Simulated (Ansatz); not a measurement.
## NiRh (R-3m): spiral energies by the generalised Bloch theorem

Geometry: a structure from the Materials Project; nothing is relaxed.

The runs share PBEsol, 12×12×12 k mesh, Fermi–Dirac smearing of 0.05 eV. PAW means Ansatz 0.2.0 on its default frozen-core files; LAPW is all-electron LAPW in Ansatz 0.2.0. Site moments are integrated in spheres about the atoms, whose radii differ between the methods.

The reference run was typed so:

```yaml
crystal:
  lattice:
    - [1.31412834, 0.7587123509, 4.1117064147]
    - [-1.31412834, 0.7587123509, 4.1117064147]
    - [0.0, -1.5174247017, 4.1117064147]
  atoms:
    - { symbol: Ni, position: [0.0, 0.0, 0.0], spin: 0.7, spin_axis: [1.0, 0.0, 0.0] }
    - { symbol: Rh, position: [0.5, 0.5, 0.5], spin: 0.3, spin_axis: [1.0, 0.0, 0.0] }
magnetization:
  noncollinear: true
  spin_spiral: { q: [0.0, 0.0, 0.0] }
kpoints:
  mp_grid: { grid: [12, 12, 12] }
scf:
  occupations: { method: fermi_dirac, width: 0.05 }
  lower_state_search: "off"
hamiltonian:
  xc: pbesol
  pseudopotentials: { kind: paw }
output:
  eigenvalues: false
```

Command: `ansatz run input.yaml --threads 2 --pin off --max-ram 5120MiB --backend cpu --events-out ev --progress --plain --runs-dir out`

The input for «spiral at 0.333 of the way from Γ to F» by LAPW differs from it in these lines, output keys apart:

```diff
-  spin_spiral: { q: [0.0, 0.0, 0.0] }
+  spin_spiral: { q: [0.1666666667, 0.0, 0.1666666667] }
-  pseudopotentials: { kind: paw }
+  pseudopotentials: { kind: all_electron, lapw: { basis_error: 0.001 } }
```

Flat spirals without spin–orbit coupling: moments start in the xy plane and turn about z by q·R from cell to cell, and their directions inside a cell are free. q runs from Γ to F = (0.500, 0.000, 0.500) in reciprocal cell vectors. Energies count from each method's run at q = 0. Each q is a vector of the k mesh, and the mesh is shifted by q/2 where needed, so that both spin components are sampled on the same points as at q = 0. In Ansatz a GGA is taken by the program's default for non-collinear spins.

Task: Where along the line is the energy lowest?

Result: q = 0 is the lowest point of the line, so the state at q = 0 is stable against these spirals.
```json
{"fraction of Γ–F": "0.000", "|q| (1/Å)": "0.000", "ΔF PAW (meV/cell)": "0.0", "ΔF LAPW (meV/cell)": "0.0", "largest moment, PAW (μB)": "0.67"}
{"fraction of Γ–F": "0.167", "|q| (1/Å)": "0.245", "ΔF PAW (meV/cell)": "+2.7", "ΔF LAPW (meV/cell)": "–", "largest moment, PAW (μB)": "0.58"}
{"fraction of Γ–F": "0.333", "|q| (1/Å)": "0.490", "ΔF PAW (meV/cell)": "+6.1", "ΔF LAPW (meV/cell)": "+6.2", "largest moment, PAW (μB)": "0.18"}
{"fraction of Γ–F": "0.500", "|q| (1/Å)": "0.736", "ΔF PAW (meV/cell)": "+6.2", "ΔF LAPW (meV/cell)": "–", "largest moment, PAW (μB)": "0.00"}
{"fraction of Γ–F": "0.667", "|q| (1/Å)": "0.981", "ΔF PAW (meV/cell)": "+6.2", "ΔF LAPW (meV/cell)": "–", "largest moment, PAW (μB)": "0.00"}
{"fraction of Γ–F": "0.833", "|q| (1/Å)": "1.226", "ΔF PAW (meV/cell)": "+6.2", "ΔF LAPW (meV/cell)": "+6.2", "largest moment, PAW (μB)": "0.00"}
{"fraction of Γ–F": "1.000", "|q| (1/Å)": "1.471", "ΔF PAW (meV/cell)": "+6.2", "ΔF LAPW (meV/cell)": "–", "largest moment, PAW (μB)": "0.00"}
```

The PAW files were made with PBE; the program remakes their cores once for the run's functional and then keeps them frozen. The Ansatz runs typed with the search for lower states off end where their start leads. The magnetic state is the one that this cell and start allow. It needn't be the compound's measured order, which may need a larger cell or be absent. Left out because it didn't converge or finish: PAW, cone of 30 degrees at 0.333 of the way from Γ to F.
